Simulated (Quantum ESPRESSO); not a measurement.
Hf4TaWSnAl, a guest atom moved from site to site

A calculation, not a measurement. The program is pw.x of Quantum ESPRESSO 7.5 (plane-wave density functional theory). The cell is made up: eight metal atoms on a face-centred cubic lattice, with elements, volume, strain and displacements drawn at random and not relaxed, so it may be unstable or far from any real phase. PseudoDojo standard norm-conserving files set the functional (PBE unless stated); there is no spin polarisation or spin-orbit coupling, the Fermi-Dirac width of 0.25 eV means electrons at about 2900 K, and the masses in the input are unused placeholders. The tin pseudopotential is less sure than most, with forces differing by about three percent from a second method on plain tin. Heavy elements are run without spin-orbit coupling, which real alloys of them have. A spin test at this wide smearing found no moment, but such smearing suppresses magnetism that the real alloy may have.

The runs move one Ta atom among sites that otherwise hold Hf. Cell, positions, cutoff, mesh and smearing stay as in the input of run 1; sites are counted in its order. Stress in the tables is positive in tension.

Input of run 1:

```
&control calculation='scf', pseudo_dir='./dojo.nc.sr.pbe.v0_5.standard.upf', outdir='./o', disk_io='medium', tprnfor=.true., tstress=.true. /
&system ibrav=0, nat=8, ntyp=5, nbnd=62, ecutwfc=74.01313486, nosym=.true., tot_charge=0,
 occupations='smearing', smearing='fd', degauss=0.0183746611
/
&electrons conv_thr=1.470e-08, electron_maxstep=70, mixing_beta=0.5 /
ATOMIC_SPECIES
Al 1.0 Al.upf
Hf 1.0 Hf.upf
Sn 1.0 Sn.upf
Ta 1.0 Ta.upf
W 1.0 W.upf
CELL_PARAMETERS angstrom
-0.045 -2.2034 -2.2103
-6.7636 -2.2728 -0.0656
-2.2508 4.3377 -6.6065
ATOMIC_POSITIONS angstrom
Hf -0.0232 0.0454 -0.0698
Ta -2.2466 2.171 -4.442
Hf -2.2448 0.0099 -2.2602
W -4.4959 2.0807 -6.5243
Hf -4.6119 -0.0224 -4.3511
Hf -4.5517 -2.3235 -2.1058
Sn -6.6936 -0.1439 -6.7597
Al -6.7216 -2.3298 -4.4988
K_POINTS automatic
8 4 3 1 1 1
```

```
run  elements on sites 1 to 8  free energy less that of run 1 (eV)  -TS (eV)  pressure (GPa)  stress xx (GPa)  stress yy (GPa)  stress zz (GPa)  stress yz (GPa)  stress xz (GPa)  stress xy (GPa)  iterations
  1    Hf Ta Hf W Hf Hf Sn Al                                0.000    -1.747           -7.23             8.18             6.92             6.60             1.00             1.97             0.84          17
  2    Hf Hf Ta W Hf Hf Sn Al                               -0.209    -1.694           -7.31             8.69             6.68             6.57             1.36             2.26             0.47          17
  3    Hf Hf Hf W Ta Hf Sn Al                               -0.181    -1.702           -7.43             8.50             7.01             6.79             1.19             1.73             0.75          18
  4    Hf Hf Hf W Hf Ta Sn Al                               -0.267    -1.677           -7.40             8.77             6.97             6.47             1.31             1.19             1.16          19
```

Forces Fx Fy Fz (eV/Å):

```
site             run 1             run 2             run 3             run 4
   1  -0.42 -1.12 1.33  -0.99 -0.65 0.91  -0.46 -0.91 1.10   0.09 -0.71 0.86
   2  -0.51 0.12 -0.08  -0.40 -0.10 0.14   -0.66 0.00 0.03  -0.46 0.17 -0.14
   3   0.37 0.26 -0.11   0.39 0.13 -0.02  -0.01 0.22 -0.09   0.07 -0.11 0.28
   4  0.60 -0.09 -0.13   0.24 0.06 -0.25  0.23 -0.14 -0.03   0.03 0.25 -0.38
   5  0.94 -0.20 -0.56  1.12 -0.55 -0.18  0.66 -0.20 -0.33  0.74 -0.50 -0.27
   6   0.59 0.90 -1.35   0.91 1.09 -1.58   0.60 1.04 -1.50   0.35 0.72 -1.17
   7   -0.86 0.15 0.46   -0.59 0.33 0.28   -0.25 0.03 0.48   -0.58 0.54 0.11
   8  -0.71 -0.01 0.44  -0.68 -0.31 0.71  -0.11 -0.03 0.34  -0.23 -0.38 0.72
```

The sites are displaced and not relaxed, so the energy differences mix bonding between neighbours with strain and are not ordering energies. A rerun of one cell of this series at a higher cutoff and on a denser mesh moved values by no more than 0.004 eV in energy, 0.03 GPa in stress and 0.006 eV/Å in force, and a second program with other atomic files agreed on that cell to 2 % rms in force and 0.5 GPa in pressure.